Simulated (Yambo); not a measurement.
G0W0@PBEsol for CaPbF$_{6}$ (space group Fm-3m, No. 225) in Yambo. Reference settings: 2×2×2 Γ-centred k mesh, 301 bands and a 8 Ry block in the screening, 301 bands in G with the Bruneval-Gonze terminator, plasmon pole fitted at 27.2 eV. The PBEsol gap Γ → Γ on this mesh is 3.67 eV; G0W0 gaps are taken between the same points.

The settings were changed. The gap went from 7.41 eV to 7.51 eV, and the shift of the valence edge from -2.28 eV to -2.30 eV.

Problem. Which change was made?
A) 1×1×1 mesh
B) 73 bands in W, 73 bands in G, 2 Ry block
C) 166 bands in W, 166 bands in G, 5 Ry block
D) 73 bands in W, 73 bands in G, 3 Ry block

Solution. C, 166 bands in W, 166 bands in G, 5 Ry block. The others gave (gap, valence shift): 1×1×1 mesh: 7.31, -2.12 eV; 73 bands in W, 73 bands in G, 2 Ry block: 8.49, -3.08 eV; 73 bands in W, 73 bands in G, 3 Ry block: 8.05, -2.49 eV.

The standard potential for Pb keeps a d shell in the valence without the s and p states of that shell. In tests on such compounds this moved G0W0 gaps by up to about 0.9 eV, so absolute quasiparticle energies here are unreliable; differences between settings are what counts.

Spin-orbit coupling is not included.

Geometry of the Materials Project entry, not relaxed at this level; primitive cell a = b = c = 6.1051 Å, α = β = γ = 60.00°.

A shift is the quasiparticle energy of the state minus its PBEsol energy.
